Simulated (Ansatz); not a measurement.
HgF$_{2}$:
```xyz
3
Lattice="0.0000 2.7674 2.7674 2.7674 0.0000 2.7674 2.7674 2.7674 0.0000" Properties=species:S:1:pos:R:3 pbc="T T T"
Hg     0.0000     0.0000     0.0000
F      4.1511     4.1511     4.1511
F      1.3837     1.3837     1.3837
```

Relaxed with r²SCAN+D4. DFT-r²SCAN+D4 in the program Ansatz with PAW potentials gives a gap of 1.50 eV.

**Question.** What gap does HSE06 give on the same cell (Ansatz, PAW)?

**Answer.** 2.90 eV, 1.40 eV more. The hybrid was solved on a coarser mesh and at special points; the gap given is the minimum over both.

| k | v1 r²SCAN+D4 | c1 r²SCAN+D4 | v1 HSE06 | c1 HSE06 |
|---|---|---|---|---|
| Γ | 0.00 | 1.50 | 0.00 | 2.90 |
| X | -0.21 | 5.91 | (withheld) | (withheld) |
| L | -0.10 | 5.24 | (withheld) | (withheld) |
| W | -0.14 | 5.93 | (withheld) | (withheld) |
| K | -0.21 | 5.86 | (withheld) | (withheld) |

**Question.** Top valence (v1) and lowest conduction level (c1) in eV from each method's valence maximum (which need not be a listed point): supply the withheld HSE06 values.

**Answer.** 
- L, v1 HSE06: -0.09
- L, c1 HSE06: 6.77
- X, v1 HSE06: -0.18
- X, c1 HSE06: 7.49
- W, v1 HSE06: -0.10
- W, c1 HSE06: 7.53
- K, v1 HSE06: -0.19
- K, c1 HSE06: 7.45

Cost on shared cores: the r²SCAN+D4 run (SCF on a 9×9×9 mesh, then bands and DOS) about 17 core-seconds (a rough figure), the HSE06 run (SCF on 6×6×6, then a few points) very roughly 100 core-seconds; the tasks are unlike.

Space group Fm-3m (fluorite). The workflow started from a Materials Project entry (that database holds measured and hypothetical structures alike); the Crystallography Open Database files this formula in space group No. 225, but the cells were not matched. Whether it is the stable phase at ambient conditions was not checked. The r²SCAN+D4 relaxation kept the symmetry of its start; whether a distortion lowers the energy is not shown. Scalar-relativistic: spin–orbit coupling is off unless named, which matters more the heavier the elements.

Potentials: the later of the program's two PAW sets.
